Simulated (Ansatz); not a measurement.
AlN:
```yaml
crystal:
  lattice:
    - [5.32876, 0.00000, 0.00000]
    - [0.00000, 5.32876, 0.00000]
    - [0.00000, 0.00000, 5.32876]
  atoms:
    - { symbol: Al, position: [0.25000, 0.00000, 0.50000] }
    - { symbol: Al, position: [0.50000, 0.25000, 0.00000] }
    - { symbol: Al, position: [0.50000, 0.75000, 0.00000] }
    - { symbol: Al, position: [0.75000, 0.00000, 0.50000] }
    - { symbol: Al, position: [0.00000, 0.50000, 0.75000] }
    - { symbol: Al, position: [0.00000, 0.50000, 0.25000] }
    - { symbol: N, position: [0.25000, 0.50000, 0.00000] }
    - { symbol: N, position: [0.00000, 0.25000, 0.50000] }
    - { symbol: N, position: [0.00000, 0.75000, 0.50000] }
    - { symbol: N, position: [0.75000, 0.50000, 0.00000] }
    - { symbol: N, position: [0.50000, 0.00000, 0.75000] }
    - { symbol: N, position: [0.50000, 0.00000, 0.25000] }
```

Relaxed with r²SCAN. Independent-particle spectrum: no excitons, no local fields, no scissors shift; 0.1 eV broadening; ε₁ of the summed bands alone.

Tabulate the dielectric function from the program Ansatz at the r²SCAN level (PAW).



```
E (eV)  ε₁ xx  ε₂ xx
------  -----  -----
0.0      3.60   0.00
0.4      3.61   0.00
0.8      3.62   0.00
1.2      3.65   0.00
1.6      3.70   0.00
2.0      3.76   0.00
2.4      3.84   0.00
2.8      3.96   0.00
3.2      4.12   0.10
3.6      4.20   0.15
4.0      4.35   0.17
4.4      4.62   0.17
4.8      5.33   0.58
5.2      5.09   1.14
5.6      5.18   1.52
6.0      4.94   1.76
6.4      4.53   1.50
6.8      5.33   1.82
7.2      5.13   2.27
7.6      5.93   3.06
8.0      6.15   3.69
8.4      3.97   6.42
8.8      3.68   4.76
9.2      1.97   5.20
9.6      1.37   4.93
10.0     2.77   3.24
10.4     2.97   5.36
10.8     0.99   5.05
11.2     2.00   6.41
11.6    -0.40   5.66
12.0    -0.53   4.83
```

From ε at 4.5 eV (xx: 4.74 + 0.18i), find n, k, the normal reflectivity and the absorption coefficient.

n = 2.18, k = 0.041, R = 14 %, α = 2kE/ħc = 19000 cm⁻¹.

With all bands, ε∞ without local fields is 3.69.

Space group Pm-3n. The start of the workflow was typed in or built on a structure type; neither database checked (COD, Materials Project) lists it. It is not the phase usual at ambient conditions (space group No. 186, 216). The cell was relaxed with r²SCAN under the symmetry of its start; whether a distortion lowers the energy is not shown.

Potentials: the later of the program's two PAW sets.
